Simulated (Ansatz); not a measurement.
Put InAg₂I₃ in P6/mmm (No. 191): In on 1b; Ag on 2e; I on 2d and 1a.

The calculation used DFT PBE, scalar-relativistic, plane waves, PAW in Ansatz 0.2.0. Cutoff 420 eV, Γ-centred mesh, Gaussian smearing, no spin polarisation.

Formation energies are uncorrected and refer to the elements' standard structures at the same level.

Task: Predict the relaxed structure.

Result:

Space group P6/mmm (No. 191). a = 6.064 Å, b = 6.064 Å, c = 10.702 Å, α = 90.00°, β = 90.00°, γ = 120.00°
```json
{"atom": "In", "site": "1b", "symmetry": "6/mmm", "x": "0.0000", "y": "0.0000", "z": "0.5000"}
{"atom": "Ag", "site": "2e", "symmetry": "6mm", "x": "0.0000", "y": "0.0000", "z": "0.2501"}
{"atom": "I", "site": "2d", "symmetry": "-6m2", "x": "0.3333", "y": "0.6667", "z": "0.5000"}
{"atom": "I", "site": "1a", "symmetry": "6/mmm", "x": "0.0000", "y": "0.0000", "z": "0.0000"}
```

In has 2 Ag at 2.67 Å and 6 I at 3.50 Å; Ag has 1 In at 2.67 Å, 1 I at 2.68 Å and 6 I at 4.41 Å; I on a site of symmetry -6m2 has 3 In at 3.50 Å, 3 I at 3.50 Å and 6 Ag at 4.41 Å; I on a site of symmetry 6/mmm has 2 Ag at 2.68 Å. Another local minimum with the same sites may exist.

Task: And its energy and gap?

Result: The energy over the elements is +0.21 eV/atom and the gap on the 6×6×4 mesh of the 6-atom cell is 0 eV (a metal). It can't be a ground state, since the elements alone are lower.

The last run used Gaussian smearing of 0.10 eV. These runs have no spin–orbit coupling, which can matter for I. The reference form of I is held partly by dispersion forces, which this level lacks. Symmetry constrained the relaxation, so the result can be a saddle point.
